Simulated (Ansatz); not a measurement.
Input:

As:
```xyz
4
Lattice="-3.4959 3.4959 3.4959 3.4959 -3.4959 3.4959 3.4959 3.4959 -3.4959" Properties=species:S:1:pos:R:3 pbc="T T T"
As     2.6219     0.8740    -0.8740
As     0.8740    -0.8740     2.6219
As    -0.8740     2.6219     0.8740
As     0.8740     0.8740     0.8740
```

This is the PBE-relaxed structure.

Q: All from PBE (plane waves, PAW; program Ansatz), unless another level is named. Estimate the electronic character.

A: metallic (no gap).

Q: What about the density of states at the Fermi level?

A: 0.44 states/eV per atom (mean over ±0.08 eV).

Q: Give the gap with spin–orbit coupling.

A: none (metallic).

Space group I4_132. The start of the workflow was typed in or built on a structure type; neither database checked (COD, Materials Project) lists it. It is not the phase usual at ambient conditions (space group No. 166). The PBE relaxation kept the symmetry of its start; its stability against distortions is not shown here. The volume moved by 59 % from the start of the relaxation. Scalar-relativistic: spin–orbit coupling is off unless named, which matters more the heavier the elements.

Potentials: the earlier of the program's two PAW sets.
